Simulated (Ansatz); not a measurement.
This Al3GaSb4 structure is the end of a relaxation. The cell was found from a structure generator's guess, not taken from experiment.

Level of theory: Ansatz 0.2.0, DFT PBE, scalar-relativistic, plane waves, PAW. Cutoff 420 eV, Γ-centred mesh, Gaussian smearing, no spin polarisation.

```xyz
8
Lattice="-3.1112 3.1112 6.2225 3.1112 -3.1112 6.2225 3.1112 3.1112 -6.2225" Properties=species:S:1:pos:R:3 pbc="T T T"
Al    0.0000    0.0000    6.2225
Al    3.1112    0.0000    3.1113
Al    0.0000    3.1112    3.1113
Ga    0.0000    0.0000    0.0000
Sb    1.5571    1.5571    4.6666
Sb    1.5542    1.5542   -1.5560
Sb   -1.5571    1.5571    7.7785
Sb    1.5571   -1.5571    7.7785
```

Formation energies are uncorrected and refer to the elements' standard structures at the same level.

Task: What space group does it have?

Result: I-42m (No. 121), with Al and Ga ordered on zinc blende sites. Conventional cell: a = 6.222 Å, c = 12.445 Å. Al on a site of symmetry -42m has 4 Sb at 2.70 Å; Al on a site of symmetry -4 has 4 Sb at 2.69 Å; around Ga lie 4 Sb at 2.69 Å; Sb has 1 Ga at 2.69 Å and 3 Al at 2.69–2.70 Å.

Task: How far does it lie from the elements in energy?

Result: −0.169 eV/atom. It lies below the elements, which doesn't yet make it stable against other compounds or structures.

Task: Is it a metal?

Result: No, the gap on the 6×6×6 mesh is 0.74 eV.

The last run used a 6×6×6 mesh for its 8-atom cell and Gaussian smearing of 0.02 eV. These runs have no spin–orbit coupling, which can matter for Sb. Kohn–Sham gaps at this level usually fall short of measured ones. The missing spin–orbit coupling can work the other way here. A later test with randomly moved atoms came back to the same energy, though modes that don't fit the test's cell weren't probed.
